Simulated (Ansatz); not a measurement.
An Ansatz (a quantum-chemistry and plane-wave program) run. Input:

Ansatz 0.2 input:
```yaml
crystal:
  lattice:
    - [2.0818025074, 1.2019292381, 19.9700805633]
    - [-2.0818025074, 1.2019292381, 19.9700805633]
    - [0.0, -2.4038584761, 19.9700805633]
  atoms:
    - { symbol: Cd, position: [0.5555412857, 0.5555412857, 0.5555412857] }
    - { symbol: Cd, position: [0.4444587143, 0.4444587143, 0.4444587143] }
    - { symbol: Cd, position: [0.0, 0.0, 0.0] }
    - { symbol: I, position: [0.6384322736, 0.6384322736, 0.6384322736] }
    - { symbol: I, position: [0.3615677264, 0.3615677264, 0.3615677264] }
    - { symbol: I, position: [0.8606483914, 0.8606483914, 0.8606483914] }
    - { symbol: I, position: [0.1393516086, 0.1393516086, 0.1393516086] }
    - { symbol: I, position: [0.7495530796, 0.7495530796, 0.7495530796] }
    - { symbol: I, position: [0.2504469204, 0.2504469204, 0.2504469204] }
kpoints:
  mp_grid: { grid: [8, 8, 8] }
basis: { xc_grid: 2, fft_grid_basis: typed }
hamiltonian:
  xc: lda
  pseudopotentials: { kind: paw }
scf:
  occupations: { method: fixed }
checkpoint: { read: static.run }
output: { write_density: true, elf: true, volumetric_format: npy }
```

Output (shortened):

```
Pseudopotential: Cd, paw, valence charge 20
Pseudopotential: I, paw, valence charge 17
Functional definition: SPW92
Crystal: 9 atoms, lattice volume = 299.812 Å³
Basis set: ecut = 420 eV, 5785 PW (Γ), exchange–correlation on 270×270×270 points (8 copies of the dense FFT grid, shifted against one another)
Bands: 98, of which v1, the nominal top of the filled ones, is band 81 counted from 1 (80 counted from 0)
Symmetry: 12 space group operations
Space group: R-3m (ITA 166), of the structure as read, at distance tolerance 6.7e-5 Å
k-points: 65 of 512
Stability of the state it starts from, as read at its close in the unpolarized treatment …
iter 1 solved again at ethr=4.75e-7 eV; its pass at ethr=3.10e-3 eV (dr2=7.70e-4 eV) is discarded
SCF iter   1: F=—  HF=-68493.664588 eV  |F-HF|=—  |Δ(HF+E_count)|=         —  Δρ=6.27e-7  dr2=3.42e-9  ethr=4.75e-7  ⟨swp⟩=3.1  Hψ=34379  notcnv=0  defer=975
preconditioner: auto → Resta (q_TF=auto, 2.462 Å⁻¹)
SCF iter   2: F=—  HF=-68493.664365 eV  |F-HF|=—  |Δ(HF+E_count)|=   2.24e-4  Δρ=3.67e-7  dr2=1.46e-9  ethr=2.11e-12  ⟨swp⟩=17.1  Hψ=40752  notcnv=0
SCF iter   3: F=-68493.664365 eV  HF=-68493.664365 eV  |F-HF|=4.37e-10  |Δ(HF+E_count)|=  2.62e-10  Δρ=2.26e-7  dr2=5.06e-10  ethr=1.00e-12  ⟨swp⟩=1.1  Hψ=12582  notcnv=0
SCF 1 converged in 3 iterations: F = -68493.664365 eV  dr2 = 5.06e-10
SCF converged after 3 iterations
Free energy (F): -68493.664365 eV
Harris-Foulkes:  -68493.664365 eV  (|F-HF|=4.37e-10)
Internal energy: -68493.664365 eV  (E = F + TS)
E sigma→0 (E₀):  -68493.664365 eV
Fermi energy:    6.955254 eV
--- Per-component energies (eV) ---
  E_band       = -3676.493345
  E_kinetic    = 2657.201608
  E_local      = -24213.159590  (includes V_loc(G=0)·N_el)
  E_nonlocal   = -390.225535
  E_hartree    = 11925.015862
  E_xc         = -1291.163188
  E_vxc        = -1437.082932  (∫ρ·V_xc dr)
  E_paw        = -39802.662178  (= ΣΔE_a)
  E_vpaw       = -4143.258267  (= ΣTr[D̂ρ^β])
  E_aug_tail   = 0.000399  (compensation charges beyond the density's cutoff)
  E_ewald      = -17385.658740
  E_core_change = 6.986997  (= ΣΔE_core)
  E_smearing   =  0.000000  (= −TS)
  E_closure    = 0.000000  (closes the sum)
  Σ components = -68493.664365   (vs F -68493.664365, Δ=0.00e0)
  [band-id]    e_kinetic+e_local+e_nonlocal+2·e_hartree+e_vxc+e_vpaw+e_augmentation_tail = -3676.492593   (vs E_band -3676.493345, Δ=7.52e-4)
--- Band table (eV; the first three rows and the last of 65) ---
  k-point 0: bands = ["-94.4145", "-94.4145", "-94.4007", "-55.5666", "-55.5666", "-55.5666", "-55.5666", "-55.5590", "-55.5590", "-55.5530", "-55.5530", "-55.5448", "-36.9599", "-36.9599", "-36.9599", "-36.9599", "-36.9566", "-36.9566", "-36.9566", …
  k-point 1: bands = ["-94.4145", "-94.4145", "-94.4007", "-55.5667", "-55.5667", "-55.5666", "-55.5666", "-55.5590", "-55.5590", "-55.5531", "-55.5531", "-55.5448", "-36.9599", "-36.9599", "-36.9598", "-36.9597", "-36.9566", "-36.9565", "-36.9565", …
  k-point 2: bands = ["-94.4145", "-94.4145", "-94.4007", "-55.5668", "-55.5668", "-55.5667", "-55.5667", "-55.5590", "-55.5590", "-55.5532", "-55.5531", "-55.5448", "-36.9598", "-36.9598", "-36.9595", "-36.9595", "-36.9566", "-36.9565", "-36.9562", …
  k-point 64: bands = ["-94.4145", "-94.4145", "-94.4007", "-55.5666", "-55.5666", "-55.5666", "-55.5666", "-55.5590", "-55.5590", "-55.5530", "-55.5530", "-55.5448", "-36.9599", "-36.9599", "-36.9599", "-36.9599", "-36.9566", "-36.9566", "-36.9566", …
```

Cost: very roughly 100 core-seconds on shared cores.

The first step of the workflow began from a Materials Project structure, measured or hypothetical; the Crystallography Open Database files this formula in space group No. 166, but the cells were not matched. Whether it is the stable phase at ambient conditions was not checked. The cell was relaxed with LDA under the symmetry of its start; whether a distortion lowers the energy is not shown. A crystal of weakly bound layers computed without a dispersion correction: the cell and the soft elastic constants depend strongly on that. Scalar-relativistic: spin–orbit coupling is off unless named, which matters more the heavier the elements.

Potentials: the later of the program's two PAW sets.

Ansatz is a plane-wave DFT program.
